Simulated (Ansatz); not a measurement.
### Question
Each is relaxed and computed with the program Ansatz at the r²SCAN level (PAW). Which is the only metal?
A. BaAlGeH, P3m1 (Ba on 1b, Al on 1a, Ge on 1c, H on 1a)
B. SiGe, Pmma (Si on 2e, Si on 2f, Ge on 2e, Ge on 2f)
C. GePd2, P-62m (Ge on 2c, Ge on 1b, Pd on 3g, Pd on 3f)
D. CsGeI3, R3m (Cs on 3a, Ge on 3a, I on 9b)

### Answer
C, GePd2, P-62m (Ge on 2c, Ge on 1b, Pd on 3g, Pd on 3f). GePd2: metal; SiGe: gap 0.55 eV (indirect); CsGeI3: gap 1.10 eV (direct); BaAlGeH: gap 1.02 eV (indirect). Typed or built starts, not in the databases checked: SiGe, Pmma (Si on 2e, Si on 2f, Ge on 2e, Ge on 2f). Standing as an ambient phase not checked: GePd2, P-62m (Ge on 2c, Ge on 1b, Pd on 3g, Pd on 3f); CsGeI3, R3m (Cs on 3a, Ge on 3a, I on 9b); BaAlGeH, P3m1 (Ba on 1b, Al on 1a, Ge on 1c, H on 1a). All cells were relaxed under the symmetry of their starts (and spin orders); stability against distortions was not tested throughout. Rows with no word on spin ran without spin polarisation. Scalar-relativistic: spin–orbit coupling is off unless named, which matters more the heavier the elements.

Potentials: the later of the program's two PAW sets.
